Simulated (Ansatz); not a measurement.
# What DFT gives for Na$_{3}$I$_{4}$

```xyz
7
Lattice="4.8016 0.0000 0.0000 -2.4008 4.1583 0.0000 -2.4008 1.3861 12.0101" Properties=species:S:1:pos:R:3 pbc="T T T"
I    -2.4008    4.1583    4.6119
I     2.4008    1.3861    7.3982
Na   -2.4008    4.1583    7.8186
Na    2.4008    1.3861    4.1915
I    -2.4008    4.1583   10.5569
I     2.4008    1.3861    1.4532
Na    0.0000    0.0000    0.0000
```

Single point in Ansatz 0.2.0 with r2SCAN, no spin polarisation. Cutoff 500 eV, PAW datasets, 8×8×8 Γ-centred k mesh, fermi-dirac filling (width 0.1 eV).

(1) Is there a gap?

(2) Which atom feels the largest force, and which way?

(3) What is the formation energy?

(4) What do density and ELF say about some of the short contacts?

(5) Give the Bader charges.

Origin: a known structure type with other elements, at an estimated volume, so it need not be a known compound. Caveats: odd electron count without spin polarisation, so a magnetic state may lie lower.

Results:

(1) It is a metal, with about 8 states/eV a cell as the mean within 0.25 eV of the Fermi level, mostly I p (99 %).

(2) The largest is on I5 (and as large on other atoms): 0.62 eV/Å, components (0.00, 0.00, 0.62). It makes 180° with the line to a nearest neighbour, Na3 at 2.74 Å, pointing away from it.

(3) -0.96 eV an atom against the elements' usual phases (free molecules for gases, crystals otherwise, with no correction for O₂ or N₂), so it is bound against them; other compounds may still compete. Relaxing would lower it.

(4) Na–I at 2.74 Å: least valence density 0.16 e/Å³ and ELF 0.03 there. These are pseudo-fields; inside the PAW spheres they differ from the all-electron ones.

(5) Bader charges in e: Na +0.83 to +0.86, I -0.63. In the mean Na gives up most and I takes most.
